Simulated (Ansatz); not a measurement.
**GaSb: pressure against volume**

GaSb, F-43m, a = 6.132 Å. Ansatz: r2SCAN, PAW, 500 eV, Γ-centred 10×10×10 mesh on 2 atoms, Gaussian smearing 0.02 eV; no spin polarisation. Symmetry fixes shape and atoms, so the cell is only scaled; pressure is positive in compression.

| V (Å³/atom) | P (GPa) |
| --- | --- |
| 27.096 | 3.82 |
| 27.961 | 1.75 |
| 28.826 | 0.00 |
| 29.690 | ? |
| 30.555 | -2.68 |

Problem. Take V0 = 28.826 Å³/atom, fit the third-order Birch–Murnaghan form to the other rows, and predict the missing pressure.

Solution. With the Eulerian strain f = ½[(V0/V)^(2/3) − 1] and y = P/[3f(1 + 2f)^(5/2)], the form is the line y = B0 + 1.5 B0 (B0′ − 4) f. Rows (f, y): 0.02106, 54.5; 0.01026, 54.0; -0.01904, 51.7. Means f = 0.004093, y = 53.400; Σ(Δf)² = 0.0008610, ΣΔfΔy = 0.06169; the slope is their ratio. y = 53.11 + 71.65 f GPa, so B0 = 53.1 GPa and B0′ = 4 + 2 × (71.65)/(3 × 53.11) = 4.90. At V = 29.690, f = -0.00975, y = 52.41 and P = -1.46 GPa. The run gave -1.47 GPa, so the fit is 0.01 GPa too high, within twice the rms miss on the fitted rows (0.005 GPa). Note that the gap is open there and closed in the run one row down.